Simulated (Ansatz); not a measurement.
Ge (diamond), relaxed and computed with several functionals in Ansatz (plane waves, PAW). Much of their spread follows the volume that each gives.

| functional | V (Å³/atom) | K_Hill (GPa) |
|---|---|---|
| LDA | 22.21 | 71.7 |
| PBE+D3(BJ) | 23.15 | 64.7 |
| r²SCAN | 22.83 | 71.8 |
| r²SCAN+D4 | 22.61 | ? |
| PBEsol | 22.86 | 67.3 |
| PBE | 23.90 | 58.9 |

**Question.** Fit a straight line to ln K against ln V and predict the withheld value.

**Answer.** Least squares on the 5 shown rows: ln K = -2.86 × ln V + (13.166), with a scatter of 3 %. For r²SCAN+D4 this gives 69.9. The run itself gave 73.6, outside the scatter: the line misses something about this case.

All cells were relaxed under the symmetry of their starts (and spin orders); stability against distortions was not tested throughout. Spin–orbit coupling is left out wherever it is not named.

Potentials: the later of the program's two PAW sets.

Ansatz (a program for electronic structure) is a plane-wave DFT program.
